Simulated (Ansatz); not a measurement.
In the program Ansatz at the r²SCAN level (PAW), GaPt3N in the anti-perovskite structure (Pm-3m) relaxes to a = 4.171 Å. Ga has 12 nearest neighbours from 2.95 Å (cuboctahedral); N has 6 nearest neighbours from 2.09 Å (octahedral). Its formation energy from the elements is 0.48 eV/atom, with no fitted shifts.

Electronic character: metallic (no gap). Gap from r²SCAN with spin–orbit coupling: none (metallic).

The bulk modulus is 1990 kbar. Bader charges are Ga +0.75, Pt +0.08, N -0.99 e.

The start of the workflow was typed in or built on a structure type; neither database checked (COD, Materials Project) lists it. Its standing as an ambient phase is unchecked. The cell was relaxed with r²SCAN under the symmetry of its start; its stability against distortions is not shown here. The run is not spin-polarised. The volume moved by 21 % from the start of the relaxation. Its formation energy is positive at this level, so the cell may be metastable or incomplete. The references are the lowest solids computed at this level, not always the standard phases (solids in place of the gases). Scalar-relativistic: spin–orbit coupling is off unless named, which matters more the heavier the elements.

Potentials: the earlier of the program's two PAW sets.
